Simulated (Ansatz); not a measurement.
ScTi₃C (anti-perovskite, Pm-3m) at seven volumes, plane-wave PAW PBEsol (Ansatz code), scaled uniformly. One row is withheld.

| V (Å³/atom) | P (GPa) |
|---|---|
| 14.094 | 15.50 |
| 14.558 | 9.58 |
| 15.023 | 4.45 |
| 15.488 | 0.01 |
| 15.952 | -3.83 |
| 16.417 | ? |
| 16.881 | -10.01 |

Task: Fit the shown pressures and predict the withheld one.

Result: Third-order Birch–Murnaghan: P = (3/2)B₀(x^(7/2) − x^(5/2))[1 + (3/4)(B′ − 4)(x − 1)] with x = (V₀/V)^(2/3). Least squares on the six rows gives V₀ = 15.489 Å³/atom, B₀ = 137.2 GPa, B′ = 3.82. At V = 16.417, x = 0.9620 and P = -7.14 GPa. The run itself gave -7.14 GPa.

The start of the workflow was typed in or built on a structure type; neither database checked (COD, Materials Project) lists it. Its standing as an ambient phase is unchecked. The PBEsol relaxation kept the symmetry of its start; its stability against distortions is not shown here. No spin polarisation was allowed.

Potentials: the earlier of the program's two PAW sets. The files were generated under PBE; for other functionals the program regenerates the frozen cores, and for LDA and PBEsol the local potential too.
